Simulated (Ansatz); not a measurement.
AlIr:
```yaml
crystal:
  lattice:
    - [0.00000, 2.49989, 2.49989]
    - [2.49989, 0.00000, 2.49989]
    - [2.49989, 2.49989, 0.00000]
  atoms:
    - { symbol: Ir, position: [0.00000, 0.00000, 0.00000] }
    - { symbol: Al, position: [0.50000, 0.50000, 0.50000] }
```

Relaxed with PBEsol. Special points in fractions of this cell's reciprocal vectors: Γ (0.000, 0.000, 0.000); X (0.500, 0.000, 0.500); U (0.625, 0.250, 0.625); K (0.375, 0.375, 0.750); L (0.500, 0.500, 0.500); W (0.500, 0.250, 0.750).

Q: List the band energies nearest the Fermi level at these points for DFT-PBEsol in the program Ansatz with PAW potentials.

A: In eV from the Fermi level; about four levels below and three above (degenerate sets whole), none deeper than 8.9 eV; … stands for higher levels left out; points with the same levels are listed once.

```csv
k,below,above
Γ,-2.49 -2.49 -2.49 -2.21 -2.21,…
X,-2.66 -1.44 -0.28 -0.28,0.48 …
U,-3.19 -2.33 -0.82 -0.58,1.06 1.94 …
L,-3.32 -3.32 -0.73 -0.73,0.35 7.27 …
W,-3.53 -3.53 -3.15 -0.28 -0.25,1.33 1.33 …
```

Space group Fm-3m (rock salt). The start of the workflow was typed in or built on a structure type; neither database checked (COD, Materials Project) lists it. Whether it is the stable phase at ambient conditions was not checked. Symmetry was held in the PBEsol relaxation. At this level the phase is mechanically unstable. The run is not spin-polarised. Scalar-relativistic: spin–orbit coupling is off unless named, which matters more the heavier the elements.

Potentials: the later of the program's two PAW sets.
